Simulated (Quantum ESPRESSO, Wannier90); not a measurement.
CdBr$_{2}$ (P6₃mc), plane waves to Wannier functions

```
CELL_PARAMETERS angstrom
      4.01952     0.00000     0.00000
     -2.00976     3.48101     0.00000
      0.00000     0.00000    12.93568
ATOMIC_POSITIONS crystal
  Cd 0.66667 0.33333 0.87501
  Cd 0.33333 0.66667 0.37501
  Br 0.00000 0.00000 0.75412
  Br 0.00000 0.00000 0.25412
  Br 0.33333 0.66667 0.99586
  Br 0.66667 0.33333 0.49586
```

Structure: Materials Project mp-27934, symmetrised, not relaxed again. COD (Crystallography Open Database) has the formula in 2 space groups, this one among them (matched by group alone). Method: PBEsol plane waves in Quantum ESPRESSO 7.5 (PseudoDojo norm-conserving files, 82 Ry, no spin polarisation, no spin-orbit coupling), Bloch states on a 6×6×4 mesh through Γ, Wannier90 4.0.1. Density: 12×12×4 mesh, cold smearing 0.01 Ry. The cell is built of weakly bound layers, chains or molecules, whose nearest atoms lie 4.07 Å apart. Database cells relaxed without dispersion often hold them too far apart, which can enlarge gaps and weakens couplings between them; spacing and stacking were not compared with the measured crystal. Spin-orbit coupling, left out, would split the p-like bands by a few tenths of an eV.

postw90 (berry_task = kubo; independent particles, width 0.1 eV, no gap correction, excitons or local fields) prints σ_xx for one spin direction:

```
ħω (eV)  Re σ (S/cm)  Im σ (S/cm)
-------  -----------  -----------
0.10               0          -18
3.75             340        -1190
6.50            4040          698
```

### Question
Work out the dielectric function, refractive index, reflectivity and absorption coefficient at these energies.

### Answer
ε = 1 + iσ/(ε0 ω), so ε₂ = Re σ/(ε0 ω) and ε₁ = 1 − Im σ/(ε0 ω); ε0 ω = 134.5 S/cm × ħω in eV, and σ is doubled for both spins.
- 0.10 eV: ε₁ = 3.7, ε₂ = 0.0; n + ik = √ε = 1.92 + 0.00i; R = 10 %
- 3.75 eV: ε₁ = 5.7, ε₂ = 1.3; n + ik = √ε = 2.41 + 0.28i; R = 18 %; α = 2ωk/c = 110000 cm⁻¹
- 6.50 eV: ε₁ = -0.6, ε₂ = 9.2; n + ik = √ε = 2.08 + 2.22i; R = 42 %; α = 2ωk/c = 1500000 cm⁻¹
The model holds its own bands alone, so ε₁ lacks the part of higher transitions, and near sharp peaks it hangs on the broadening.
